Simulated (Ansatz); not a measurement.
input.yaml

```yaml
crystal:
  lattice:
    - [3.9998, 0.0, 0.0]
    - [0.0, 3.9998, 0.0]
    - [0.0, 0.0, 4.018]
  atoms:
    - { symbol: Ba, position: [0.0, 0.0, 0.0] }
    - { symbol: Ti, position: [0.5, 0.5, 0.49] }
    - { symbol: O, position: [0.5, 0.5, 0.019] }
    - { symbol: O, position: [0.5, 0.0, 0.517] }
    - { symbol: O, position: [0.0, 0.5, 0.517] }
basis:
  ecutwfc: 500
kpoints:
  mp_grid: { grid: [8, 8, 8] }
hamiltonian:
  xc: r2scan
scf:
  occupations: { method: gaussian, width: 0.02 }
output:
  forces: true
  stress: true
  eigenvalues: true
relax:
  adjacent_minimum: "off"
  f_tol: 0.01
  max_steps: 40
```

Command:
```bash
ansatz run input.yaml --threads 1 --pin off --max-ram 2560MiB --backend cpu --events-out ev --progress --plain --runs-dir out
```

Method: DFT r2SCAN, scalar-relativistic, plane waves, PAW (Ansatz 0.2.0).

Abridged output (iterations and final results):

```
SCF iter   1: F=—  HF=-10183.710101 eV  |F-HF|=—  |Δ(HF+E_count)|=         —  Δρ=2.16e-2  dr2=3.77e-1  dr2_τ=2.40e-1  ethr=1.77e-3  ⟨swp⟩=6.3  Hψ=9576  notcnv=0
SCF iter   2: F=—  HF=-10183.814266 eV  |F-HF|=—  |Δ(HF+E_count)|=   1.04e-1  Δρ=1.12e-2  dr2=5.00e-2  dr2_τ=2.06e-2  ethr=9.42e-4  ⟨swp⟩=3.4  Hψ=4106  notcnv=0  defer=75
SCF iter   3: F=—  HF=-10183.807597 eV  |F-HF|=—  |Δ(HF+E_count)|=   6.67e-3  Δρ=3.64e-3  dr2=5.75e-3  dr2_τ=4.25e-4  ethr=1.25e-4  ⟨swp⟩=2.1  Hψ=2786  notcnv=0  defer=75
SCF iter   4: F=—  HF=-10183.806833 eV  |F-HF|=—  |Δ(HF+E_count)|=   7.64e-4  Δρ=1.53e-3  dr2=1.07e-3  dr2_τ=1.68e-4  ethr=1.44e-5  ⟨swp⟩=2.0  Hψ=3285  notcnv=0  defer=75
SCF iter   5: F=—  HF=-10183.806679 eV  |F-HF|=—  |Δ(HF+E_count)|=   1.54e-4  Δρ=3.43e-4  dr2=5.82e-5  dr2_τ=5.05e-6  ethr=2.66e-6  ⟨swp⟩=2.5  Hψ=2706  notcnv=0  defer=75
SCF iter   6: F=—  HF=-10183.806684 eV  |F-HF|=—  |Δ(HF+E_count)|=   5.36e-6  Δρ=1.64e-4  dr2=1.54e-5  dr2_τ=2.04e-6  ethr=1.45e-7  ⟨swp⟩=2.0  Hψ=2834  notcnv=0  defer=75
SCF iter   7: F=-10183.806680 eV  HF=-10183.806682 eV  |F-HF|=1.55e-6  |Δ(HF+E_count)|=   2.26e-6  Δρ=5.41e-5  dr2=2.11e-6  dr2_τ=1.07e-7  ethr=6.25e-9  ⟨swp⟩=8.0  Hψ=9124  notcnv=0
SCF 1 converged in 7 iterations: F = -10183.806680 eV  dr2 = 2.11e-6
relax step   1: F+E_penalty+E_count = -10183.80668015 eV  Δ(F+E_penalty+E_count) = +0.000e0 eV  max|allowed force component| = 3.914e-1 eV/Å  Δτ_max = 0.0000 Å  (7 SCF iters, dr2 threshold 2.50e-6 eV, accepted)
Initial density: handed on by an earlier stage of this run
Initial wavefunctions: those handed on with the density
SCF iter   1: F=—  HF=-10183.807923 eV  |F-HF|=—  |Δ(HF+E_count)|=         —  Δρ=1.51e-3  dr2=1.58e-3  dr2_τ=3.22e-2  ethr=3.67e-6  ⟨swp⟩=2.0  Hψ=6998  notcnv=0  defer=75
SCF iter   2: F=—  HF=-10183.811170 eV  |F-HF|=—  |Δ(HF+E_count)|=   3.25e-3  Δρ=7.98e-4  dr2=5.96e-4  dr2_τ=3.62e-5  ethr=3.67e-6  ⟨swp⟩=2.0  Hψ=3300  notcnv=0  defer=75
SCF iter   3: F=—  HF=-10183.811066 eV  |F-HF|=—  |Δ(HF+E_count)|=   1.04e-4  Δρ=5.83e-4  dr2=2.17e-4  dr2_τ=2.85e-5  ethr=1.49e-6  ⟨swp⟩=2.0  Hψ=3073  notcnv=0  defer=75
SCF iter   4: F=—  HF=-10183.811041 eV  |F-HF|=—  |Δ(HF+E_count)|=   2.50e-5  Δρ=1.70e-4  dr2=1.36e-5  dr2_τ=2.87e-6  ethr=5.42e-7  ⟨swp⟩=2.0  Hψ=2703  notcnv=0  defer=75
SCF iter   5: F=-10183.811046 eV  HF=-10183.811044 eV  |F-HF|=1.91e-6  |Δ(HF+E_count)|=   3.52e-6  Δρ=8.77e-5  dr2=2.60e-6  dr2_τ=3.68e-7  ethr=2.39e-8  ⟨swp⟩=8.9  Hψ=7657  notcnv=0
SCF 2 converged in 5 iterations: F = -10183.811046 eV  dr2 = 2.60e-6
relax step   2: F+E_penalty+E_count = -10183.81104600 eV  Δ(F+E_penalty+E_count) = -4.366e-3 eV  max|allowed force component| = 1.928e-1 eV/Å  Δτ_max = 0.0172 Å  (5 SCF iters, dr2 threshold 9.58e-6 eV, accepted)
SCF iter   1: F=—  HF=-10183.811204 eV  |F-HF|=—  |Δ(HF+E_count)|=         —  Δρ=7.68e-4  dr2=5.14e-4  dr2_τ=2.77e-3  ethr=7.18e-6  ⟨swp⟩=2.8  Hψ=4684  notcnv=0  defer=75
SCF iter   2: F=—  HF=-10183.812121 eV  |F-HF|=—  |Δ(HF+E_count)|=   9.17e-4  Δρ=4.25e-4  dr2=1.60e-4  dr2_τ=8.70e-6  ethr=1.28e-6  ⟨swp⟩=2.0  Hψ=3673  notcnv=0  defer=75
SCF iter   3: F=—  HF=-10183.812095 eV  |F-HF|=—  |Δ(HF+E_count)|=   2.58e-5  Δρ=3.63e-4  dr2=8.69e-5  dr2_τ=1.08e-5  ethr=4.00e-7  ⟨swp⟩=2.0  Hψ=2844  notcnv=0  defer=75
SCF iter   4: F=—  HF=-10183.812081 eV  |F-HF|=—  |Δ(HF+E_count)|=   1.36e-5  Δρ=7.51e-5  dr2=2.76e-6  dr2_τ=4.76e-7  ethr=2.17e-7  ⟨swp⟩=2.0  Hψ=2568  notcnv=0  defer=75
SCF iter   5: F=-10183.812083 eV  HF=-10183.812083 eV  |F-HF|=2.49e-7  |Δ(HF+E_count)|=   1.50e-6  Δρ=3.90e-5  dr2=5.78e-7  dr2_τ=7.54e-8  ethr=5.81e-9  ⟨swp⟩=9.3  Hψ=8207  notcnv=0
SCF 3 converged in 5 iterations: F = -10183.812083 eV  dr2 = 5.78e-7
relax step   3: F+E_penalty+E_count = -10183.81208315 eV  Δ(F+E_penalty+E_count) = -1.037e-3 eV  max|allowed force component| = 2.322e-1 eV/Å  Δτ_max = 0.0117 Å  (5 SCF iters, dr2 threshold 2.32e-6 eV, accepted)
SCF iter   1: F=—  HF=-10183.812194 eV  |F-HF|=—  |Δ(HF+E_count)|=         —  Δρ=1.37e-3  dr2=9.51e-4  dr2_τ=8.82e-3  ethr=1.31e-5  ⟨swp⟩=3.1  Hψ=4967  notcnv=0  defer=75
SCF iter   2: F=—  HF=-10183.814495 eV  |F-HF|=—  |Δ(HF+E_count)|=   2.30e-3  Δρ=7.51e-4  dr2=2.43e-4  dr2_τ=3.59e-5  ethr=2.38e-6  ⟨swp⟩=2.0  Hψ=4275  notcnv=0  defer=75
SCF iter   3: F=—  HF=-10183.814468 eV  |F-HF|=—  |Δ(HF+E_count)|=   2.73e-5  Δρ=3.83e-4  dr2=7.82e-5  dr2_τ=9.31e-6  ethr=6.07e-7  ⟨swp⟩=2.0  Hψ=2841  notcnv=0  defer=75
SCF iter   4: F=—  HF=-10183.814463 eV  |F-HF|=—  |Δ(HF+E_count)|=   5.12e-6  Δρ=1.02e-4  dr2=5.74e-6  dr2_τ=8.58e-7  ethr=3.27e-8  ⟨swp⟩=7.7  Hψ=9091  notcnv=0
SCF iter   5: F=-10183.814464 eV  HF=-10183.814464 eV  |F-HF|=2.61e-8  |Δ(HF+E_count)|=   1.15e-6  Δρ=5.49e-5  dr2=1.17e-6  dr2_τ=1.78e-7  ethr=1.44e-8  ⟨swp⟩=5.6  Hψ=7182  notcnv=0
SCF 4 converged in 5 iterations: F = -10183.814464 eV  dr2 = 1.17e-6
relax step   4: F+E_penalty+E_count = -10183.81446379 eV  Δ(F+E_penalty+E_count) = -2.381e-3 eV  max|allowed force component| = 1.744e-1 eV/Å  Δτ_max = 0.0089 Å  (5 SCF iters, dr2 threshold 1.31e-5 eV, accepted)
SCF iter   1: F=—  HF=-10183.810434 eV  |F-HF|=—  |Δ(HF+E_count)|=         —  Δρ=2.31e-3  dr2=3.17e-3  dr2_τ=2.04e-2  ethr=4.09e-5  ⟨swp⟩=3.0  Hψ=5077  notcnv=0  defer=75
SCF iter   2: F=—  HF=-10183.816515 eV  |F-HF|=—  |Δ(HF+E_count)|=   6.08e-3  Δρ=1.28e-3  dr2=7.58e-4  dr2_τ=1.10e-4  ethr=7.92e-6  ⟨swp⟩=2.0  Hψ=4275  notcnv=0  defer=75
SCF iter   3: F=—  HF=-10183.816411 eV  |F-HF|=—  |Δ(HF+E_count)|=   1.04e-4  Δρ=6.28e-4  dr2=2.36e-4  dr2_τ=2.92e-5  ethr=1.90e-6  ⟨swp⟩=2.0  Hψ=3193  notcnv=0  defer=75
SCF iter   4: F=—  HF=-10183.816381 eV  |F-HF|=—  |Δ(HF+E_count)|=   2.98e-5  Δρ=1.51e-4  dr2=1.37e-5  dr2_τ=1.81e-6  ethr=4.28e-8  ⟨swp⟩=8.0  Hψ=9215  notcnv=0
SCF iter   5: F=-10183.816382 eV  HF=-10183.816382 eV  |F-HF|=1.99e-7  |Δ(HF+E_count)|=   1.52e-6  Δρ=8.43e-5  dr2=2.86e-6  dr2_τ=4.53e-7  ethr=3.44e-8  ⟨swp⟩=6.0  Hψ=7398  notcnv=0
SCF 5 converged in 5 iterations: F = -10183.816382 eV  dr2 = 2.86e-6
relax step   5: F+E_penalty+E_count = -10183.81638221 eV  Δ(F+E_penalty+E_count) = -1.918e-3 eV  max|allowed force component| = 5.865e-3 eV/Å  Δτ_max = 0.0154 Å  (5 SCF iters, dr2 threshold 1.71e-5 eV, accepted)
SCF iter   1: F=—  HF=-10183.816382 eV  |F-HF|=—  |Δ(HF+E_count)|=         —  Δρ=8.43e-5  dr2=2.86e-6  dr2_τ=4.53e-7  ethr=7.14e-9  ⟨swp⟩=1.0  Hψ=5550  notcnv=0
SCF iter   2: F=—  HF=-10183.816383 eV  |F-HF|=—  |Δ(HF+E_count)|=   2.09e-7  Δρ=4.06e-5  dr2=9.79e-7  dr2_τ=9.27e-8  ethr=7.14e-9  ⟨swp⟩=2.2  Hψ=2537  notcnv=0
SCF iter   3: F=—  HF=-10183.816383 eV  |F-HF|=—  |Δ(HF+E_count)|=   1.62e-7  Δρ=2.44e-5  dr2=3.42e-7  dr2_τ=2.92e-8  ethr=2.45e-9  ⟨swp⟩=2.4  Hψ=2571  notcnv=0
SCF iter   4: F=-10183.816383 eV  HF=-10183.816383 eV  |F-HF|=5.27e-8  |Δ(HF+E_count)|=   8.05e-8  Δρ=1.04e-5  dr2=6.41e-8  dr2_τ=7.37e-9  ethr=2.50e-10  ⟨swp⟩=3.9  Hψ=7913  notcnv=0
SCF 6 converged in 4 iterations: F = -10183.816383 eV  dr2 = 6.41e-8
relax step   6: F+E_penalty+E_count = -10183.81638280 eV  Δ(F+E_penalty+E_count) = -5.976e-7 eV  max|allowed force component| = 6.151e-3 eV/Å  Δτ_max = 0.0000 Å  (4 SCF iters, accepted)
SCF iter   1: F=—  HF=-10183.816383 eV  |F-HF|=—  |Δ(HF+E_count)|=         —  Δρ=1.04e-5  dr2=6.41e-8  dr2_τ=7.37e-9  ethr=1.60e-10  ⟨swp⟩=1.0  Hψ=7896  notcnv=0
SCF iter   2: F=-10183.816383 eV  HF=-10183.816383 eV  |F-HF|=1.25e-8  |Δ(HF+E_count)|=   8.69e-9  Δρ=4.65e-6  dr2=1.62e-8  dr2_τ=3.82e-9  ethr=1.60e-10  ⟨swp⟩=4.1  Hψ=6068  notcnv=0
SCF 7 converged in 2 iterations: F = -10183.816383 eV  dr2 = 1.62e-8
SCF converged after 2 iterations
Free energy (F): -10183.816383 eV
Harris-Foulkes:  -10183.816383 eV  (|F-HF|=1.25e-8)
Internal energy: -10183.816383 eV  (E = F + TS)
E sigma→0 (E₀):  -10183.816383 eV
Fermi energy:    11.136411 eV
--- Per-component energies (eV) ---
  E_band       = -174.928467
  E_kinetic    = 974.216511
  E_local      = -2107.879164  (includes V_loc(G=0)·N_el)
  E_nonlocal   = 199.586852
  E_hartree    = 823.910067
  E_xc         = -475.428133
  E_vxc        = -604.412990  (∫ρ·V_xc dr)
  E_paw        = -6785.092228  (= ΣΔE_a)
  E_vpaw       = -321.043318  (= ΣTr[D̂ρ^β])
  E_aug_tail   = 0.003059  (compensation charges beyond the density's cutoff)
  E_vtau       = 36.781092  (kinetic-family band-sum trace: ∫τ·v_τ [+ j·A + Jᵃ·Aᵃ] dr)
  E_ewald      = -2812.854482
  E_core_change = -0.278864  (= ΣΔE_core)
  E_smearing   =  0.000000  (= −TS)
--- Forces (eV/Å), atoms counted from 1 ---
  atom   1  Ba     0.00000000     0.00000000    -0.00048624
  atom   2  Ti     0.00000000     0.00000000     0.00258931
  atom   3  O      0.00000000     0.00000000    -0.00604697
  atom   4  O      0.00000000     0.00000000     0.00184939
  atom   5  O      0.00000000     0.00000000     0.00184939
--- Stress (GPa, compression-positive) ---
       -0.744820       0.000000       0.000000
        0.000000      -0.744820       0.000000
        0.000000       0.000000       2.074475
  P = ⅓ Tr σ = 0.1949 GPa (1.949 kbar)
--- Band table (eV; the first three rows and the last of 75) ---
  k-point 0: bands = ["-48.7432", "-23.9651", "-23.8834", "-23.8834", "-15.3702", "-7.8670", "-7.2902", "-7.1631", "-0.1506", "-0.1506", "-0.1360", "7.6199", "7.6575", "7.6575", "8.6116", "8.6116", "8.8272", "9.6212", "9.6981", "9.6981", "12.2447", "12.5714", "12.5714", "14.3902", "14.6143"]
  k-point 1: bands = ["-48.7431", "-23.9732", "-23.8830", "-23.8830", "-15.3519", "-7.8559", "-7.2955", "-7.1588", "-0.1271", "-0.1271", "-0.0759", "7.3391", "7.6180", "7.6180", "8.4612", "8.4612", "8.7059", "9.3178", "9.6402", "9.6402", "12.2622", "12.8084", "12.8084", "14.3895", "15.0018"]
  k-point 2: bands = ["-48.7428", "-23.9927", "-23.8823", "-23.8823", "-15.3071", "-7.8892", "-7.2407", "-7.1484", "-0.0693", "-0.0693", "0.0683", "6.6834", "7.4900", "7.4900", "8.1854", "8.1854", "8.4380", "8.7488", "9.5041", "9.5041", "12.3053", "13.3384", "13.3384", "14.3890", "15.7545"]
  k-point 74: bands = ["-48.7405", "-24.0139", "-23.9345", "-23.9345", "-15.0884", "-7.1256", "-6.9273", "-6.9273", "-0.8692", "-0.8692", "-0.8256", "5.4834", "6.0503", "6.1586", "7.5353", "7.5353", "7.6491", "9.8708", "9.8708", "10.0282", "14.6028", "14.6285", "14.6285", "17.1916", "17.4873"]
--- Relaxed structure (6 steps of the walk, 6 accepted, 0 SCFs on fresh bases) ---
  F+E_penalty+E_count = -10183.81638280 eV   max|allowed force component| = 6.151e-3 eV/Å
  atoms:
    - { symbol: Ba, position: [0.0, 0.0, 0.00022842] }
    - { symbol: Ti, position: [0.49999999, 0.49999999, 0.48491390] }
    - { symbol: O, position: [0.49999999, 0.49999999, 0.02689721] }
    - { symbol: O, position: [0.49999999, 0.0, 0.51548022] }
    - { symbol: O, position: [0.0, 0.49999999, 0.51548022] }
```

The relaxation met its thresholds.

Time: 5.6 min on 1 thread of AMD EPYC (Zen 3), on a shared host, peak memory 0.54 GiB.